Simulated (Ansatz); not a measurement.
YbIn4Ni, a database entry at a rescaled volume

```xyz
12
Lattice="4.3988 0.0000 0.0000 2.1994 -8.3045 0.0000 0.0000 0.0000 -7.2793" Properties=species:S:1:pos:R:3 pbc="T T T"
In    2.1994    0.0000    0.0000
In    2.1994    0.0000   -3.6396
In    4.3988   -1.1948   -5.4595
In    2.1994   -7.1096   -1.8198
Yb    2.1994   -6.2353   -5.4595
Yb    4.3988   -2.0691   -1.8198
In    2.1994   -3.1052   -6.9267
In    4.3988   -5.1993   -3.2870
In    4.3988   -5.1993   -0.3526
In    2.1994   -3.1052   -3.9922
Ni    4.3988   -3.7539   -5.4595
Ni    2.1994   -4.5505   -1.8198
```

Method: LDA, no spin polarisation; PAW, plane waves to 420 eV, 4×4×3 Γ-centred mesh, fermi-dirac occupations (width 0.1 eV) (Ansatz 0.2.0), atoms fixed.

Question: What does the stress say?

Answer: The pressure is -4.9 GPa (compression positive), so with the atoms held at these fractions the cell would first shrink.

Question: Which atom feels the largest force, and which way?

Answer: The largest is on In7 (and as large on other atoms): 0.12 eV/Å, components (0.00, -0.10, -0.06). It makes 25° with the line to a nearest neighbour, Ni12 at 2.61 Å, pointing towards it.

Question: What is the formation energy?

Answer: -0.34 eV an atom against the elements' usual phases (free molecules for gases, crystals otherwise, with no correction for O₂ or N₂), so it is bound against them; other compounds may still compete. Relaxing would lower it.

Question: What happens at the Fermi level?

Answer: It is a metal, with about 6.3 states/eV a cell as the mean within 0.25 eV of the Fermi level, mostly In p (32 %), Yb f (28 %) and Yb d (14 %).

Origin: a database entry at a rescaled volume. Caveats: no spin polarisation, so a magnetic state may lie lower; the k mesh is coarse if the cell is a metal; f levels without a U or exact exchange are poorly placed.
